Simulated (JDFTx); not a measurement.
An input for JDFTx (a modified build) (Nb(100), linear PCM (GLSSA13), water, 1 M NaCl; bohr, hartree) and the course of its log:

```
lattice \
  6.2694120828 0.0000000000 0.0000000000 \
  0.0000000000 6.2694120828 0.0000000000 \
  0.0000000000 0.0000000000 42.7078104165
coords-type Lattice
ion Nb 0.0000000000 0.0000000000 -0.1467977880 0
ion Nb 0.5000000000 0.5000000000 -0.0733988940 0
ion Nb 0.0000000000 0.0000000000 0.0000000000 0
ion Nb 0.5000000000 0.5000000000 0.0733988940 0
ion Nb 0.0000000000 0.0000000000 0.1467977880 0
ion-species pseudo/nb_pbe_v1.upf
elec-cutoff 20 100
elec-ex-corr gga-PBE
coulomb-interaction Slab 001
coulomb-truncation-embed 0 0 0
kpoint-folding 6 6 1
elec-smearing Fermi 0.01
elec-n-bands 45
electronic-scf nIterations 100 energyDiffThreshold 1e-08
fluid LinearPCM
pcm-variant GLSSA13
fluid-solvent H2O
fluid-cation Na+ 1
fluid-anion Cl- 1
fluid-minimize nIterations 400 knormThreshold 1e-11
wavefunction read vac.wfns
elec-initial-eigenvals vac.eigenvals
dump-name f0.$VAR
dump End State Ecomponents EigStats BandEigs Forces ElecDensity IonicPositions Fillings Kpoints Dtot FluidDebug BoundCharge FluidDensity
```

```
[one cycle in 5 is shown, and the last three; fluid-solver lines are left out]
	FillingsUpdate:  mu: -0.124013988  nElectrons: 65.000000
SCF: Cycle:  0   F: -286.167893014965728   dF: +3.291e-04   |Residual|: 5.109e-03   |deigs|: 9.912e-05
	FillingsUpdate:  mu: -0.116675288  nElectrons: 65.000000
SCF: Cycle:  5   F: -286.168572864517046   dF: -2.384e-05   |Residual|: 4.424e-04   |deigs|: 2.383e-03
	FillingsUpdate:  mu: -0.115233985  nElectrons: 65.000000
SCF: Cycle: 10   F: -286.168576529239772   dF: -4.619e-08   |Residual|: 9.221e-05   |deigs|: 2.056e-04
	FillingsUpdate:  mu: -0.115145894  nElectrons: 65.000000
SCF: Cycle: 15   F: -286.168576421310775   dF: +4.995e-07   |Residual|: 1.146e-04   |deigs|: 1.164e-04
	FillingsUpdate:  mu: -0.115256989  nElectrons: 65.000000
SCF: Cycle: 20   F: -286.168576951391117   dF: -1.239e-07   |Residual|: 2.830e-05   |deigs|: 1.370e-05
	FillingsUpdate:  mu: -0.115256640  nElectrons: 65.000000
SCF: Cycle: 25   F: -286.168576957523101   dF: -9.280e-08   |Residual|: 2.165e-05   |deigs|: 1.880e-05
	FillingsUpdate:  mu: -0.115256132  nElectrons: 65.000000
SCF: Cycle: 30   F: -286.168576949953319   dF: -1.910e-07   |Residual|: 2.865e-05   |deigs|: 1.931e-05
	FillingsUpdate:  mu: -0.115247909  nElectrons: 65.000000
SCF: Cycle: 35   F: -286.168576973620532   dF: +2.944e-11   |Residual|: 6.716e-06   |deigs|: 1.670e-07
	FillingsUpdate:  mu: -0.115246633  nElectrons: 65.000000
SCF: Cycle: 40   F: -286.168576971560867   dF: +1.949e-09   |Residual|: 1.030e-05   |deigs|: 3.979e-06
	FillingsUpdate:  mu: -0.115241433  nElectrons: 65.000000
SCF: Cycle: 45   F: -286.168576971041205   dF: -4.232e-08   |Residual|: 7.972e-06   |deigs|: 3.789e-05
	FillingsUpdate:  mu: -0.115245611  nElectrons: 65.000000
SCF: Cycle: 50   F: -286.168576962111786   dF: -1.639e-08   |Residual|: 2.138e-05   |deigs|: 3.110e-05
	FillingsUpdate:  mu: -0.115253720  nElectrons: 65.000000
SCF: Cycle: 55   F: -286.168576934650559   dF: -1.968e-07   |Residual|: 3.511e-05   |deigs|: 1.463e-05
	FillingsUpdate:  mu: -0.115249788  nElectrons: 65.000000
SCF: Cycle: 60   F: -286.168576960854239   dF: -7.504e-08   |Residual|: 2.326e-05   |deigs|: 3.103e-05
	FillingsUpdate:  mu: -0.115250295  nElectrons: 65.000000
SCF: Cycle: 65   F: -286.168576964887109   dF: -5.533e-08   |Residual|: 1.842e-05   |deigs|: 3.850e-05
	FillingsUpdate:  mu: -0.115241101  nElectrons: 65.000000
SCF: Cycle: 70   F: -286.168576952260082   dF: +5.368e-09   |Residual|: 2.419e-05   |deigs|: 3.620e-05
	FillingsUpdate:  mu: -0.115280203  nElectrons: 65.000000
SCF: Cycle: 75   F: -286.168576926144965   dF: +2.633e-08   |Residual|: 4.149e-05   |deigs|: 2.859e-05
	FillingsUpdate:  mu: -0.115254105  nElectrons: 65.000000
SCF: Cycle: 80   F: -286.168576949133808   dF: -2.730e-07   |Residual|: 2.748e-05   |deigs|: 2.017e-05
	FillingsUpdate:  mu: -0.115254242  nElectrons: 65.000000
SCF: Cycle: 85   F: -286.168576952449655   dF: -1.685e-07   |Residual|: 2.429e-05   |deigs|: 1.376e-05
	FillingsUpdate:  mu: -0.115241931  nElectrons: 65.000000
SCF: Cycle: 90   F: -286.168576828256448   dF: +1.429e-07   |Residual|: 6.345e-05   |deigs|: 1.046e-05
	FillingsUpdate:  mu: -0.115252397  nElectrons: 65.000000
SCF: Cycle: 95   F: -286.168576943048947   dF: -2.307e-07   |Residual|: 3.024e-05   |deigs|: 2.037e-05
	FillingsUpdate:  mu: -0.115258872  nElectrons: 65.000000
SCF: Cycle: 97   F: -286.168576966203830   dF: +3.112e-09   |Residual|: 1.360e-05   |deigs|: 8.120e-06
	FillingsUpdate:  mu: -0.115234900  nElectrons: 65.000000
SCF: Cycle: 98   F: -286.168576817140035   dF: +1.491e-07   |Residual|: 6.240e-05   |deigs|: 2.739e-05
	FillingsUpdate:  mu: -0.115252898  nElectrons: 65.000000
SCF: Cycle: 99   F: -286.168576946800783   dF: -1.297e-07   |Residual|: 2.822e-05   |deigs|: 2.108e-05
SCF: None of the convergence criteria satisfied after 100 iterations.
IonicMinimize: Iter:   0  F: -286.168576946800783  |grad|_K:  0.000e+00
IonicMinimize: Converged (|grad|_K<1.000000e-04).
```

This run gave no converged result. The loop ran out of cycles short of its threshold. It has stalled and not diverged: the last ten energies span 3e-07 Ha, so the total is near its end, but levels, forces and charges aren't shown converged.
